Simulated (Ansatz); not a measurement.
## What a change of settings does: Pd (diamond type)

First run: DFT, r2SCAN, all-electron PAW with datasets made for the crystal, scalar-relativistic (Ansatz 0.2.0).

Command: `ansatz run input.yaml --threads 1 --pin off --max-ram 2048MiB --backend cpu --events-out ev --progress --plain --runs-dir out` It took 82 s on 1 thread of Arm Neoverse V2 (shared host), peak memory 1.2 GiB.

```yaml
crystal:
  lattice:
    - [0.0, 2.6784289448, 2.6784289448]
    - [2.6784289448, 0.0, 2.6784289448]
    - [2.6784289448, 2.6784289448, 0.0]
  atoms:
    - { symbol: Pd, position: [-0.215, -0.095, -0.095] }
    - { symbol: Pd, position: [0.215, 0.095, 0.095] }
kpoints:
  mp_grid: { grid: [10, 10, 10] }
scf:
  occupations: { method: fermi_dirac, width: 0.05 }
hamiltonian:
  xc: r2scan
  pseudopotentials: { kind: all_electron, datasets: crystal }
output:
  forces: true
  stress: true
  eigenvalues: true
  efg: { contact_densities: true }
```

This is a prototype cell at a chosen volume, and whether it is the ground state is a separate question.

This run: one bond, the shortest of the undistorted cell, set to 1.763 Å.

It converges in 8 SCF iterations at a pressure of 83.4 GPa, largest force 33.764 eV/Å.

A second run of a changed input logged this at its end:

```
Error: inconsistent input (scf.n_extra_bands, scf.occupations.method): n_bands = 18 leaves no empty band above the 18 bands per channel that the deck's 36 electrons occupy, and the occupations search for the Fermi level (a smearing at a finite width, or tetrahedra): a level found among occupied bands alone can fill a metal as an insulator; raise scf.n_extra_bands until at least 19 bands are solved (omitted, it auto-derives to 23) (see scf.n_extra_bands in the input reference)
```

What was wrong with the input?

The fault: too few bands, by this change (others could give a like log):
```diff
 scf:
-  occupations: { method: fermi_dirac, width: 0.05 }
+  occupations: { method: fermi_dirac, width: 0.3 }
+  n_extra_bands: 0
+  max_iter: 75
 hamiltonian:
```
